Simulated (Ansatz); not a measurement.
LiF (rock salt, Fm-3m), a = b = c = 3.990 Å, α = β = γ = 90.00°; the cell used has 2 atoms.

Relaxed with r²SCAN.

### Question
Which orbitals make up the states near the band edges in r²SCAN (plane waves, PAW; program Ansatz)?

### Answer
Top 1 eV of the valence band: F 2p 99 %. Bottom 1 eV of the conduction band: Li 2s 60 %, F 2s 24 %, Li 1s 11 %. Projections are on Löwdin-orthogonalised atomic valence shells; empty p or d shells of many metals are not among them.

### Question
Tabulate the density of states.

### Answer
States/eV per cell of 2 atoms, in 0.25 eV bins, energy from the valence-band maximum.

```
E (eV)  total  F 2p  Li 2s  F 2s
------  -----  ----  -----  ----
-3.30    0.00  0.00   0.00  0.00
-3.05    0.14  0.14   0.00  0.00
-2.80    0.49  0.47   0.01  0.00
-2.55    1.68  1.58   0.07  0.00
-2.30    2.64  2.48   0.12  0.01
-2.05    1.31  1.21   0.07  0.01
-1.80    1.35  1.28   0.05  0.01
-1.55    1.50  1.44   0.03  0.01
-1.30    1.59  1.55   0.02  0.01
-1.05    1.87  1.83   0.01  0.00
-0.80    3.25  3.20   0.02  0.00
-0.55    3.53  3.49   0.01  0.00
-0.30    3.43  3.41   0.00  0.00
-0.05    1.21  1.21   0.00  0.00
0.20     0.00  0.00   0.00  0.00
0.45     0.00  0.00   0.00  0.00
0.70     0.00  0.00   0.00  0.00
0.95     0.00  0.00   0.00  0.00
1.20     0.00  0.00   0.00  0.00
1.45     0.00  0.00   0.00  0.00
1.70     0.00  0.00   0.00  0.00
1.95     0.00  0.00   0.00  0.00
2.20     0.00  0.00   0.00  0.00
2.45     0.00  0.00   0.00  0.00
2.70     0.00  0.00   0.00  0.00
2.95     0.00  0.00   0.00  0.00
3.20     0.00  0.00   0.00  0.00
3.45     0.00  0.00   0.00  0.00
3.70     0.00  0.00   0.00  0.00
3.95     0.00  0.00   0.00  0.00
4.20     0.00  0.00   0.00  0.00
4.45     0.00  0.00   0.00  0.00
4.70     0.00  0.00   0.00  0.00
4.95     0.00  0.00   0.00  0.00
5.20     0.00  0.00   0.00  0.00
5.45     0.00  0.00   0.00  0.00
5.70     0.00  0.00   0.00  0.00
5.95     0.00  0.00   0.00  0.00
6.20     0.00  0.00   0.00  0.00
6.45     0.00  0.00   0.00  0.00
6.70     0.00  0.00   0.00  0.00
6.95     0.00  0.00   0.00  0.00
7.20     0.00  0.00   0.00  0.00
7.45     0.00  0.00   0.00  0.00
7.70     0.00  0.00   0.00  0.00
7.95     0.00  0.00   0.00  0.00
8.20     0.00  0.00   0.00  0.00
8.45     0.00  0.00   0.00  0.00
8.70     0.00  0.00   0.00  0.00
8.95     0.00  0.00   0.00  0.00
9.20     0.00  0.00   0.00  0.00
9.45     0.00  0.00   0.00  0.00
9.70     0.00  0.00   0.00  0.00
9.95     0.00  0.00   0.00  0.00
10.20    0.00  0.00   0.00  0.00
10.45    0.02  0.00   0.01  0.01
10.70    0.06  0.00   0.03  0.02
10.95    0.09  0.00   0.05  0.02
11.20    0.12  0.01   0.07  0.03
11.45    0.15  0.01   0.10  0.03
11.70    0.20  0.01   0.13  0.04
```

The r²SCAN relaxation kept the symmetry of its start.

Potentials: the earlier of the program's two PAW sets.
